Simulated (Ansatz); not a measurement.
# Rb3HO: sound and stiffness along [100], [110] and [111]

All numbers below come from DFT PBEsol, scalar-relativistic, plane waves, PAW in Ansatz 0.2.0. Settings: 420 eV plane-wave cutoff, Γ-centred 6×6×6 mesh, fixed occupations. No spin polarisation.

The cell is fixed (symmetry leaves no force on the atoms) and stands under 0.2 GPa:
```cif
data_structure
_symmetry_space_group_name_H-M 'Pm-3m'
_symmetry_Int_Tables_number 221
_cell_length_a 5.3854
_cell_length_b 5.3854
_cell_length_c 5.3854
_cell_angle_alpha 90.000
_cell_angle_beta 90.000
_cell_angle_gamma 90.000
_cell_volume 156.19
loop_
_atom_site_label
_atom_site_type_symbol
_atom_site_symmetry_multiplicity
_atom_site_Wyckoff_symbol
_atom_site_fract_x
_atom_site_fract_y
_atom_site_fract_z
_atom_site_occupancy
H1 H 1 a 0.00000 0.00000 0.00000 1
O1 O 1 b 0.50000 0.50000 0.50000 1
Rb1 Rb 3 c 0.50000 0.50000 0.00000 1
```

The cell is the ideal cubic antiperovskite prototype; whether it is the stable structure of this composition wasn't checked.

With ions relaxed, on the cubic axes: C11 = 44.3, C12 = 5.2, C44 = 6.5 GPa. The density is 2.907 g/cm³. Zone-centre modes weren't checked beside this run.

Q: Is the crystal stable against strain, and how anisotropic is it?

A: Born's conditions hold: C11 + 2C12 = 54.8, C11 − C12 = 39.0 and C44 = 6.5 GPa are all positive. B = (C11 + 2C12)/3 = 18.3 GPa. The two shear moduli are C44 and C′ = (C11 − C12)/2 = 19.5 GPa, so Zener's ratio is A = C44/C′ = 0.33: the shear C44 is the soft one, as in NaCl, KCl, the halide perovskites and the bcc metals V, Nb, Cr and Mo. The Cauchy pressure C12 − C44 is -1.2 GPa; it would vanish for pair forces between atoms on inversion centres at zero pressure, and a negative value is usual with directional bonding, though many-body forces give one in some ionic oxides too.

Q: Give the sound speeds along the three symmetry directions.

A: The Christoffel equation gives ρv² for each branch:
```tsv
direction	branch	ρv²	GPa	v (m/s)
[100]	L	C11	44.3	3903
[100]	T (×2)	C44	6.5	1494
[110]	L	(C11 + C12 + 2C44)/2	31.2	3279
[110]	T, u ∥ [001]	C44	6.5	1494
[110]	T, u ∥ [1-10]	(C11 − C12)/2	19.5	2591
[111]	L	(C11 + 2C12 + 4C44)/3	26.9	3043
[111]	T (×2)	(C11 − C12 + C44)/3	15.2	2284
```

Q: How does Young's modulus depend on direction?

A: Inverting gives S11 = 23.171, S12 = -2.457, S44 = 154.083 TPa⁻¹. Along a unit vector (l, m, n), 1/E = S11 − 2(S11 − S12 − S44/2)(l²m² + m²n² + n²l²), where the last bracket is 0, 1/4 and 1/3 for [100], [110] and [111]: E = 43, 20 and 17 GPa. With A < 1 the cube edge is stiffest. For a film on (001), the biaxial modulus is C11 + C12 − 2C12²/C11 = 48 GPa and the normal strain is −2C12/C11 = -0.24 times the in-plane one.